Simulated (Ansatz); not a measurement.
One crystal and one scan (energy against volume) at two levels, r2SCAN (plane waves to 500 eV, PAW, scalar-relativistic; Ansatz, a first-principles code) and PBE (plane waves to 420 eV, PAW, scalar-relativistic; Ansatz), each from its own relaxed cell and on its own mesh. The cell shown is that of r2SCAN.

MnSi (FeSi type, space group P2_13)

```xyz
8
Lattice="4.5603 0.0000 0.0000 0.0000 4.5603 0.0000 0.0000 0.0000 4.5603" Properties=species:S:1:pos:R:3 pbc="T T T"
Mn     0.6343     0.6343     0.6343
Mn     2.9144     1.6458     3.9260
Mn     3.9260     2.9144     1.6458
Mn     1.6458     3.9260     2.9144
Si     3.8546     3.8546     3.8546
Si     1.5745     2.9858     0.7057
Si     0.7057     1.5745     2.9858
Si     2.9858     0.7057     1.5745
```

E(V) scan at fixed shape, V₀ the volume above. The atoms relax within the cell's symmetry.

E stands for the smeared free energy. MnSi was relaxed with its symmetry unable to fall. Relaxed MnSi ends ferromagnetic. The PAW data are Ansatz's earlier set. Other magnetic orders were not checked, so this need not be the ground state. (PBE) Relaxed MnSi ends ferromagnetic. (r2SCAN) Relaxed MnSi ends ferromagnetic. Percentages come from the unrounded values. Both scans cover V/V₀ from 0.940 to 1.060.

Results of r2SCAN:

```
Quantity                                                 Value
-------------------------------------------------------  -----
Lattice constant a (Å)                                   4.560
Magnetic moment of the relaxed cell (μB/cell)             8.10
Pressure at the smallest volume (GPa)                     12.9
Energy cost of the largest compression (meV/atom)           28
Energy cost of the largest expansion (meV/atom)             21
Bulk modulus B₀ (third-order Birch-Murnaghan fit) (GPa)  181.6
Pressure derivative B₀′ (fit)                              5.1
Pressure for 5 % compression (fit) (GPa)                  10.6
```

Task: Estimate the PBE values.

Result: 
| quantity | PBE | r2SCAN − PBE |
|---|---|---|
| Lattice constant a (Å) | 4.518 | +0.042 (+0.9 %) |
| Magnetic moment of the relaxed cell (μB/cell) | 3.90 | +4.20 (+108 %) |
| Pressure at the smallest volume (GPa) | 14.4 | -1.5 (-11 %) |
| Energy cost of the largest compression (meV/atom) | 30 | -2 (-7 %) |
| Energy cost of the largest expansion (meV/atom) | 24 | -3 (-11 %) |
| Bulk modulus B₀ (third-order Birch-Murnaghan fit) (GPa) | 205.4 | -23.8 (-12 %) |
| Pressure derivative B₀′ (fit) | 4.1 | +1.0 (+22 %) |
| Pressure for 5 % compression (fit) (GPa) | 11.7 | -1.1 (-9 %) |

r2SCAN gives the higher value for: lattice constant a; magnetic moment of the relaxed cell; pressure derivative B₀′. r2SCAN gives the lower value for: pressure at the smallest volume; energy cost of the largest expansion; bulk modulus B₀; pressure for 5 % compression.

(A scan under strain: stresses follow from slopes of the energy per volume, elastic moduli from its curvatures.)
